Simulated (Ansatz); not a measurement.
Sb (diamond, space group No. 227) under volume change, plane-wave PAW PBEsol (Ansatz code), scaled uniformly.

```tsv
V (Å³/atom)	E − E(relaxed) (meV/atom)	P (GPa)
36.950	…	…
38.168	17.7	2.45
39.386	4.2	1.13
40.605	0.0	0.00
41.823	3.8	-0.97
43.041	…	…
44.259	30.8	-2.51
```

### Question
What belongs in the gaps?

### Answer

- 36.950, E − E(relaxed) (meV/atom): 42.0
- 36.950, P (GPa): 3.98
- 43.041, E − E(relaxed) (meV/atom): 14.3
- 43.041, P (GPa): -1.79

### Question
What does a third-order Birch–Murnaghan fit give for V₀, B₀ and B′?

### Answer
V₀ = 40.61 Å³/atom, B₀ = 34.8 GPa, B′ = 4.1.

Space group Fd-3m (diamond). The start of the workflow was typed in or built on a structure type; neither database checked (COD, Materials Project) lists it. It is not the phase usual at ambient conditions (space group No. 166). The PBEsol relaxation kept the symmetry of its start. At this level the phase is mechanically unstable. Scalar-relativistic: spin–orbit coupling is off unless named, which matters more the heavier the elements.

Potentials: the earlier of the program's two PAW sets. The files were generated under PBE; for other functionals the program regenerates the frozen cores, and for LDA and PBEsol the local potential too.
